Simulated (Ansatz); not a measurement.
Al:
```
CELL_PARAMETERS angstrom
      2.85073     0.00000     0.00000
     -1.42537     2.46881     0.00000
      0.00000     0.00000    25.82386
ATOMIC_POSITIONS crystal
  Al 0.33333 0.66667 0.86263
  Al 0.66667 0.33333 0.95393
  Al 0.33333 0.66667 0.04607
  Al 0.66667 0.33333 0.13737
  Al 0.00000 0.00000 0.22788
  Al 0.33333 0.66667 0.31862
  Al 0.66667 0.33333 0.40930
  Al 0.00000 0.00000 0.50000
  Al 0.33333 0.66667 0.59070
  Al 0.66667 0.33333 0.68138
  Al 0.00000 0.00000 0.77212
```

Relaxed with PBE. Special points in fractions of this cell's reciprocal vectors: Γ (0.000, 0.000, 0.000); M (0.500, 0.000, 0.000); K (0.333, 0.333, 0.000); A (0.000, 0.000, 0.500); L (0.500, 0.000, 0.500); H (0.333, 0.333, 0.500).

Problem. List the band energies nearest the Fermi level at these points for PBE in the plane-wave PAW code Ansatz.

Solution. In eV from the Fermi level; about four levels below and three above (degenerate sets whole), none deeper than 8.9 eV; points with the same levels are listed once.

```
k                          below                above
-  -----------------------------  -------------------
Γ        -3.36 -3.33 -0.64 -0.62  2.44 2.44 5.83 5.83
M        -1.85 -1.74 -1.31 -0.03       0.10 0.14 0.33
K  -1.47 -1.47 -1.42 -1.42 -0.08  0.14 0.14 0.67 0.67
A        -4.63 -4.49 -2.04 -2.03  0.86 0.87 4.10 4.10
L        -0.99 -0.86 -0.83 -0.58       0.94 1.09 1.36
H        -1.16 -0.25 -0.04 -0.04       1.05 1.13 1.13
```

Space group P-3m1. The start of the workflow was typed in or built on a structure type; neither database checked (COD, Materials Project) lists it. It is not the phase usual at ambient conditions (space group No. 225). The PBE relaxation kept the symmetry of its start; its stability against distortions is not shown here.

Potentials: the earlier of the program's two PAW sets.
